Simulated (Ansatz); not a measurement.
Sn$_{4}$Pd: pressure against volume

Sn$_{4}$Pd, Ccce, a = 6.442 Å, b = 11.437 Å, c = 6.396 Å. The structure is a COD entry; whether it is the stable form wasn't checked. Ansatz: PBEsol, PAW, 420 eV, Γ-centred 6×6×6 mesh on 10 atoms, Gaussian smearing 0.10 eV; no spin polarisation. Shape and atoms are relaxed at each volume; pressure is positive in compression.

```
V (Å³/atom) P (GPa)
     22.147     4.98
     22.854     2.25
     23.561     0.00
     24.268        ?
     24.975    -3.36
```

Take V0 = 23.561 Å³/atom, fit the third-order Birch–Murnaghan form to the other rows, and predict the missing pressure.

With the Eulerian strain f = ½[(V0/V)^(2/3) − 1] and y = P/[3f(1 + 2f)^(5/2)], the form is the line y = B0 + 1.5 B0 (B0′ − 4) f. Rows (f, y): 0.02106, 71.1; 0.01026, 69.5; -0.01905, 64.8. Means f = 0.004090, y = 68.467; Σ(Δf)² = 0.0008615, ΣΔfΔy = 0.1359; the slope is their ratio. y = 67.82 + 157.8 f GPa, so B0 = 67.8 GPa and B0′ = 4 + 2 × (157.8)/(3 × 67.82) = 5.55. At V = 24.268, f = -0.00976, y = 66.28 and P = -1.85 GPa. The run gave -1.86 GPa, so the fit is 0.01 GPa too high, a small miss on the scale of the series.